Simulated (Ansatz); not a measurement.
**Question.** Ge2Sb2Te5 in space group P-3m1 (No. 164; Pearson symbol hP9) is relaxed with LDA (plane waves, PAW; program Ansatz). What lattice parameters of the conventional cell result?

**Answer.** a = 4.177 Å, c = 16.882 Å.

**Question.** Give the free coordinates with the occupied sites.

**Answer.** In one choice of origin and axes:

| atom | site | symmetry | x | y | z |
|---|---|---|---|---|---|
| Ge | 2c | 3m. | 0.0000 | 0.0000 | 0.3391 |
| Sb | 2d | 3m. | 0.3333 | 0.6667 | 0.1173 |
| Te | 1a | -3m. | 0.0000 | 0.0000 | 0.0000 |
| Te | 2d | 3m. | 0.6667 | 0.3333 | 0.2204 |
| Te | 2d | 3m. | 0.3333 | 0.6667 | 0.4222 |

**Question.** Is it a metal or does it have a gap at this level?

**Answer.** No gap at this level.

The LDA relaxation kept the symmetry of its start. A crystal of weakly bound layers computed without a dispersion correction: the cell and the soft elastic constants depend strongly on that. A small band overlap can be real or an error of a semilocal functional. Spin–orbit coupling is left out wherever it is not named.

Potentials: the later of the program's two PAW sets.
